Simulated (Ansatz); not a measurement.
This log comes from Ansatz, run on InGa3P4, ordered on the zincblende lattice (I-42m) with 8 atoms a cell. The geometry is the r2SCAN minimum.

Structure:
```cif
data_structure
_symmetry_space_group_name_H-M 'P 1'
_symmetry_Int_Tables_number 1
_cell_length_a 6.8089
_cell_length_b 6.8089
_cell_length_c 6.8089
_cell_angle_alpha 131.741
_cell_angle_beta 131.741
_cell_angle_gamma 70.638
_cell_volume 172.18
loop_
_atom_site_label
_atom_site_type_symbol
_atom_site_fract_x
_atom_site_fract_y
_atom_site_fract_z
_atom_site_occupancy
Ga1 Ga 0.75000 0.25000 0.50000 1
P1 P 0.13315 0.60641 0.00000 1
Ga2 Ga 0.50000 0.50000 0.00000 1
P2 P 0.86685 0.86685 0.47326 1
Ga3 Ga 0.25000 0.75000 0.50000 1
P3 P 0.60641 0.13315 0.00000 1
In1 In 0.00000 0.00000 0.00000 1
P4 P 0.39359 0.39359 0.52674 1
```

Abridged output:
```
scf.n_extra_bands = 12 over 72 filled bands (N_el = 72.0): the run solves 84 bands
Pseudopotential: Ga, paw_fr, valence charge 13, recommended cutoff 420 eV (normal)
Pseudopotential: P, paw_fr, valence charge 5, recommended cutoff 420 eV (normal)
Pseudopotential: In, paw_fr, valence charge 13, recommended cutoff 420 eV (normal)
Functional definition: PBE
Crystal: 8 atoms, lattice volume = 172.177 Å³
Basis set: ecut = 420 eV, 3411 PW (Γ)
Symmetry: 8 space group operations + 8 with time reversal
Magnetic group: BNS 121.328 (UNI 988)
k-points: 30 of 216 (time reversal used)
SCF 1 converged in 9 iterations: F = -19974.725387 eV  dr2 = 1.32e-8
Free energy (F): -19974.725387 eV
Fermi energy:    7.065228 eV
--- Forces (eV/Å), atoms counted from 1 ---
  atom   1  Ga      0.00000      0.00000      0.00000
  atom   2  P       0.01187    -0.01187      0.00252
  atom   3  Ga      0.00000      0.00000      0.00000
  atom   4  P       0.01187      0.01187    -0.00252
  atom   5  Ga      0.00000      0.00000      0.00000
  atom   6  P     -0.01187      0.01187      0.00252
  atom   7  In      0.00000      0.00000      0.00000
  atom   8  P     -0.01187    -0.01187    -0.00252
--- Stress (GPa, compression-positive) ---
        2.186156       0.000000       0.000000
        0.000000       2.186156       0.000000
        0.000000       0.000000       2.188959
  P = ⅓ Tr σ = 2.1871 GPa (21.871 kbar)
--- Band table (eV; the first three rows and the last of 30) ---
  k-point 0: bands = […, 4.5226, 4.5226, 6.9455, 6.9455, 7.0365, 7.0365, 7.0652, 7.0652, 8.3828, 8.3828, 8.7276, 8.7276, 8.9950, 8.9950, …]
  k-point 1: bands = […, 4.8257, 4.8402, 5.3835, 5.4117, 6.3755, 6.4135, 6.9282, 6.9341, 8.9192, 8.9225, 9.5304, 9.5386, 10.3042, 10.3217, …]
  k-point 2: bands = […, 5.1121, 5.1427, 5.5877, 5.6309, 5.6443, 5.6563, 6.5603, 6.5668, 9.4100, 9.4178, 9.6678, 9.6684, 9.8510, 9.8511, …]
  k-point 29: bands = […, 5.1978, 5.1978, 5.2238, 5.2238, 5.6416, 5.6416, 5.7052, 5.7052, 8.7415, 8.7415, 8.7631, 8.7631, 8.8580, 8.8580, …]
```

The file bands.tsv (bands near the Fermi energy, numbered from 0, rounded):
```tsv
# k_distance	band_62	band_63	band_64	band_65	band_66	band_67	band_68	band_69	band_70	band_71	band_72	band_73	band_74	band_75	band_76	band_77	band_78	band_79
# fermi_ev = 7.065228
# [0, 0, 0] at k_distance = 0.000000
# [0, 0, 0.5] at k_distance = 0.798080
# [0.25, 0.25, 0.25] at k_distance = 1.080816
# [0, 0.5, 0] at k_distance = 1.645144
# [0.5, 0.5, -0.5] at k_distance = 2.276338
# [0.312753582, 0.687246418, -0.312753582] at k_distance = 2.699011
# [-0.312753582, 0.312753582, 0.312753582] at k_distance = 3.331484
# [-0.125507164, 0.125507164, 0.5] at k_distance = 3.754157
# [0.5, 0.5, -0.125507164] at k_distance = 4.386630
# levels_relative_to = fermi_ev
0.000	-2.596	-2.596	-2.543	-2.543	-0.120	-0.120	-0.029	-0.029	0.000	0.000	1.318	1.318	1.662	1.662	1.930	1.930	3.737	3.737
0.798	-1.292	-1.292	-1.203	-1.203	-1.117	-1.117	-0.926	-0.926	-0.866	-0.866	1.403	1.403	1.702	1.702	2.762	2.762	3.358	3.358
1.081	-2.149	-2.149	-1.387	-1.387	-1.293	-1.293	-0.963	-0.963	-0.917	-0.917	2.286	2.286	2.288	2.288	2.595	2.595	2.791	2.791
1.645	-2.382	-2.382	-2.329	-2.329	-1.939	-1.939	-1.253	-1.253	-1.178	-1.178	3.043	3.043	3.361	3.361	3.371	3.371	3.566	3.566
2.276	-2.429	-2.429	-1.867	-1.867	-1.841	-1.841	-1.424	-1.424	-1.360	-1.360	1.676	1.676	1.698	1.698	1.793	1.793	2.020	2.020
2.699	-2.783	-2.763	-2.068	-2.064	-2.014	-2.002	-1.102	-1.063	-1.019	-1.000	1.890	1.891	2.992	2.994	3.187	3.205	3.379	3.385
3.331	-2.783	-2.763	-2.068	-2.064	-2.014	-2.002	-1.102	-1.063	-1.019	-1.000	1.890	1.891	2.992	2.994	3.187	3.205	3.379	3.385
3.754	-1.661	-1.646	-1.403	-1.402	-1.321	-1.282	-1.219	-1.183	-0.972	-0.971	1.761	1.773	2.071	2.085	3.435	3.451	3.807	3.830
4.387	-1.661	-1.646	-1.403	-1.402	-1.321	-1.282	-1.219	-1.183	-0.972	-0.971	1.761	1.773	2.071	2.085	3.435	3.451	3.807	3.830
```
In order the rows are Γ, X, P, N, M, S, S₀, R, G.

Q: What input produced it? Give the YAML.

A:
```yaml
crystal:
  # lattice and atoms as above
kpoints:
  mp_grid: { grid: [6, 6, 6] }
  band_path:
    path:
      - [0.0, 0.0, 0.0]
      - [0.0, 0.0, 0.5]
      - [0.25, 0.25, 0.25]
      - [0.0, 0.5, 0.0]
      - [0.5, 0.5, -0.5]
      - [0.312753582, 0.687246418, -0.312753582]
      - [-0.312753582, 0.312753582, 0.312753582]
      - [-0.125507164, 0.125507164, 0.5]
      - [0.5, 0.5, -0.125507164]
    npoints: 1
hamiltonian:
  xc: pbe
scf:
  occupations: { method: fixed }
  n_extra_bands: 12
magnetization:
  noncollinear: true
  spin_orbit: true
output:
  forces: true
  stress: true
  eigenvalues: true
```
A single point prints forces and stress when the output block asks for them. Each band holds one electron and the count is doubled, so the run is non-collinear with spin-orbit coupling. Keys that only write grids to files are left aside. Not every key shows in the log; this is the file that was used, less any keys that only write grids.

Run as `ansatz run input.yaml --threads 4 --pin off --max-ram 6451MiB --backend cpu --events-out ev --progress --plain --runs-dir out`. It took 20 s on 4 threads of AMD EPYC 9R45 96-Core Processor (Zen 5), with other jobs on the host, load about 0.5 per core; peak host memory 2 GiB.

Note: simulated data, non-magnetic, for a generated structure that need not be the stable one.
